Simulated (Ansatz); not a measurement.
# TaO₂: energy along a strain

TaO₂, P4_2/mnm, a = 4.951 Å, c = 2.851 Å. The structure is a Materials Project entry; whether it is the stable form wasn't checked. Ansatz: PBEsol, PAW, 420 eV, Γ-centred 10×10×16 mesh on 6 atoms, Gaussian smearing 0.15 eV; no spin polarisation. Cell vectors (Å): 4.951 0.000 0.000; 0.000 4.951 0.000; 0.000 0.000 2.851. The cell is strained by x per cent times the pattern (0 0 0 0 0 1) in the order xx yy zz yz xz xy (engineering shears), with fractional coordinates held. y is the free energy over the start, V0 = 11.646 Å³/atom. Symmetry makes y even in x.

```tsv
x (%)	y (meV/atom)
-4.00	?
-2.00	4.10
0.00	0.00
0.50	0.25
1.00	1.02
1.50	2.30
2.50	6.41
3.00	9.23
3.50	12.56
```

**Question.** Fit y = c2 x² + c4 x⁴ to the other rows, get the stiffness along the pattern, and predict the missing energy.

**Answer.** Least squares on the rows shown. y = 1.0247 x² + 6.4097×10⁻⁵ x⁴. The clamped-ion stiffness p·C·p = 2 × 10.25 eV × 160.2 / 11.646 Å³ = 282 GPa, which is C66 in these axes. At x = -4.00 the fit asked for gives 16.41 meV/atom. The run gave 16.42 meV/atom, so the fit is 0.01 meV/atom too low, a small miss on the scale of the series.

Spin–orbit coupling is left out, which can shift energies with elements as heavy as these.